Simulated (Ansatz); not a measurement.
A relaxation computed with Ansatz, from input to last step.

```yaml
crystal:
  lattice:
    - [3.1116572438, 0.0, 0.0]
    - [-1.5558286219, 2.694774221, 0.0]
    - [0.0, 0.0, 5.8670118045]
  atoms:
    - { symbol: Mo, position: [0.0, 0.0, 0.5] }
    - { symbol: S, position: [0.3333333333, 0.6666666667, 0.2335981736] }
    - { symbol: S, position: [0.6666666667, 0.3333333333, 0.7664018264] }
basis:
  ecutwfc: 420
kpoints:
  mp_grid: { grid: [18, 18, 8] }
hamiltonian:
  xc: pbesol
scf:
  occupations: { method: gaussian, width: 0.1 }
output:
  forces: true
  stress: true
  eigenvalues: true
relax:
  adjacent_minimum: "off"
  f_tol: 0.01
  max_steps: 30
  cell: { stress_tol: 0.1, fix: [volume] }
```

```bash
ansatz run input.yaml --threads 1 --pin off --max-ram 2560MiB --backend cpu --events-out ev --progress --plain --runs-dir out
```

These are results of DFT PBEsol, scalar-relativistic, plane waves, PAW in Ansatz 0.2.0, not measurements.

The volume is held at 0.94 times that of the relaxed cell.

Of 5 frames 4 are shown, positions in Å and forces in eV/Å; the SCF threshold varies from step to step. Steps run on the plane waves of an earlier cell, with a Pulay correction in the pressure. The basis is chosen afresh for the last frame, the zero of the energies, and at times for earlier ones too; energy and pressure step there, also at an unchanged geometry.

```xyz
3
Lattice="3.1117 0.0000 0.0000 -1.5558 2.6948 0.0000 0.0000 0.0000 5.8670" Properties=species:S:1:pos:R:3:forces:R:3 pbc="T T T" step=1 free_energy_over_end_meV_per_atom=6.69 pressure_GPa=6.22
Mo    0.0000    0.0000    2.9335    0.0000    0.0000    0.0000
S     0.0000    1.7965    1.3705    0.0000    0.0000   -0.5239
S     1.5558    0.8983    4.4965    0.0000    0.0000    0.5239
3
Lattice="3.1341 0.0000 0.0000 -1.5670 2.7142 0.0000 0.0000 0.0000 5.7833" Properties=species:S:1:pos:R:3:forces:R:3 pbc="T T T" step=2 free_energy_over_end_meV_per_atom=0.45 pressure_GPa=1.72
Mo    0.0000    0.0000    2.8917    0.0000    0.0000    0.0000
S     0.0000    1.8095    1.3056    0.0000    0.0000    0.1189
S     1.5670    0.9047    4.4777    0.0000    0.0000   -0.1189
3
Lattice="3.1406 0.0000 0.0000 -1.5703 2.7199 0.0000 0.0000 0.0000 5.7592" Properties=species:S:1:pos:R:3:forces:R:3 pbc="T T T" step=3 free_energy_over_end_meV_per_atom=0.04 pressure_GPa=2.12
Mo    0.0000    0.0000    2.8796    0.0000    0.0000    0.0000
S     0.0000    1.8133    1.3032    0.0000    0.0000    0.0184
S     1.5703    0.9066    4.4560    0.0000    0.0000   -0.0184
3
Lattice="3.1446 0.0000 0.0000 -1.5723 2.7233 0.0000 0.0000 0.0000 5.7446" Properties=species:S:1:pos:R:3:forces:R:3 pbc="T T T" step=5 free_energy_over_end_meV_per_atom=0.00 pressure_GPa=2.12
Mo    0.0000    0.0000    2.8723    0.0000    0.0000    0.0000
S     0.0000    1.8156    1.2993    0.0000    0.0000   -0.0010
S     1.5723    0.9078    4.4454    0.0000    0.0000    0.0010
```

It took 56 s on 1 thread of Intel(R) Xeon(R) Platinum 8259CL CPU @ 2.50GHz (Skylake/Cascade Lake) (shared host), peak memory 0.55 GiB.

The cell holds layers, and where no dispersion correction was added their binding is poorly described.